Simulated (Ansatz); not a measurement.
The relaxed structure here is a generated cell of ZrSe2: the first start was made by placing the elements on the sites of a structure type, and the end was not matched to a known phase here, so it may be hypothetical. Known forms of ZrSe2 include space group No. 164.

A relaxed structure of ZrSe2. Method: PBE (plane waves to 420 eV, PAW, scalar-relativistic; Ansatz, a first-principles code).

```
CELL_PARAMETERS angstrom
      6.65499     0.00000     0.00000
      0.00000     6.65499     0.00000
      0.00000     0.00000     6.65499
ATOMIC_POSITIONS crystal
  Zr 0.00000 0.00000 0.00000
  Zr 0.50000 0.50000 0.00000
  Zr 0.00000 0.50000 0.50000
  Zr 0.50000 0.00000 0.50000
  Se 0.35171 0.35171 0.35171
  Se 0.85171 0.14829 0.64829
  Se 0.64829 0.85171 0.14829
  Se 0.14829 0.64829 0.85171
  Se 0.64829 0.64829 0.64829
  Se 0.14829 0.85171 0.35171
  Se 0.35171 0.14829 0.85171
  Se 0.85171 0.35171 0.14829
```

Question: Find the space group and the Wyckoff positions (tolerance 0.01 Å).

Answer: Space group Pa-3 (No. 205); a = b = c = 6.655 Å, α = β = γ = 90.00°

```tsv
atom	site	symmetry	x	y	z
Zr	4a	.-3.	0.0000	0.0000	0.0000
Se	8c	.3.	0.3517	0.3517	0.3517
```

Question: Give the shortest distances between elements (the closest pairs, up to four, under 3.6 Å).

Answer: Se–Zr 2.73 Å; Se–Se 3.42 Å.

- Volume per atom: 24.56 Å³
- Density: 5.61 g/cm³
- Band gap: no gap on the sampled points, where the bands overlap only slightly; such a result is sensitive to mesh and level

No spin polarisation in the result.

The run could not lower the symmetry of its start; a shaken copy of this end point relaxes with PBE to Pca2₁ (No. 29), 0.16 eV/atom lower.
